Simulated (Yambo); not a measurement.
```
CELL_PARAMETERS angstrom
      5.92953     0.00000     0.00000
     -2.96477     5.13513     0.00000
      0.00000     0.00000    15.70000
ATOMIC_POSITIONS crystal
  Al 0.00000 0.00000 0.00000
  Al 0.66667 0.33333 0.00000
  Cl 0.69307 0.02640 0.08471
  Cl 0.97360 0.66667 0.08471
  Cl 0.33333 0.30693 0.08471
  Cl 0.97360 0.30693 0.91529
  Cl 0.69307 0.66667 0.91529
  Cl 0.33333 0.02640 0.91529
```

Workflow: PBEsol (pw.x of Quantum ESPRESSO, ONCV potentials, without SOC), then G0W0 in Yambo (6×6×1 Γ-centred k mesh, 178 bands and a 5 Ry block in the screening, 178 bands in G with the Bruneval-Gonze terminator, plasmon pole fitted at 27.2 eV, slab-truncated Coulomb interaction, stochastic integration of W near q = 0).

Give the PBEsol and G0W0 gaps between the band edges found on this mesh, and say where the edges lie.

Edges: M → M. PBEsol: 5.55 eV; G0W0: 9.24 eV. Convergence of the G0W0 settings was not tested. 

Geometry relaxed with PBEsol.

This is a model layer cut from the bulk structure; whether it is stable on its own was not checked.
